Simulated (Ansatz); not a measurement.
## SiO₂: a ladder of calculations

Cell of run 1: a structure deposited in the COD, taken as it stands.

```cif
data_SiO2
_symmetry_space_group_name_H-M 'P4_12_12'
_symmetry_Int_Tables_number 92
_cell_length_a 4.9640
_cell_length_b 4.9640
_cell_length_c 6.9200
_cell_angle_alpha 90.000
_cell_angle_beta 90.000
_cell_angle_gamma 90.000
loop_
_atom_site_label
_atom_site_type_symbol
_atom_site_symmetry_multiplicity
_atom_site_Wyckoff_symbol
_atom_site_fract_x
_atom_site_fract_y
_atom_site_fract_z
Si Si 4 a 0.3000 0.3000 0.0000
O O 8 b 0.2450 0.1000 0.1750
```

One atom of each set is listed.

Relaxed positions (PBE, cell held):

Si (0.3059, 0.3059, 0.0000)
O (0.2366, 0.1180, 0.1858)

All runs are DFT with Ansatz 0.2.0 (plane waves and PAW, scalar-relativistic unless spin–orbit coupling is named, Γ-centred meshes, Fermi–Dirac smearing where given) in this cell.

Run 1: PBE, atoms as given; 420 eV, 5×5×4 k-points, smearing 0.02 eV.
Run 2: PBE, atoms relaxed; 420 eV, 5×5×4 k-points, smearing 0.02 eV.
Run 3: r2SCAN, at the relaxed atoms; 500 eV, 5×5×4 k-points, smearing 0.02 eV.

(1) What does each run give, and what moves the gradients most?

Answers

(1) 

```tsv
run	Si V_zz (η)	O V_zz (η)
1	-0.58 (0.04)	8.92 (0.11)
2	-0.40 (0.73)	9.41 (0.20)
3	-0.39 (0.67)	9.29 (0.20)
```

V_zz in 10²¹ V/m². Against run 1, the gradient tensors on these sites move by at most 0.78 in run 2 (O), 0.69 in run 3 (O). Taken one at a time, the positions of the atoms (as given or relaxed) move the tensors on these sites by up to 0.78 (largest principal value of the change, on O), the functional (r2SCAN with its higher cutoff) by 0.13 (O).

In runs 1, 3 the atoms aren't at the calculated equilibrium (largest force 0.81, 0.30 eV/Å). The cell isn't the equilibrium one in run 1 (calculated pressure 11 GPa), and the entry's cell may itself be off.
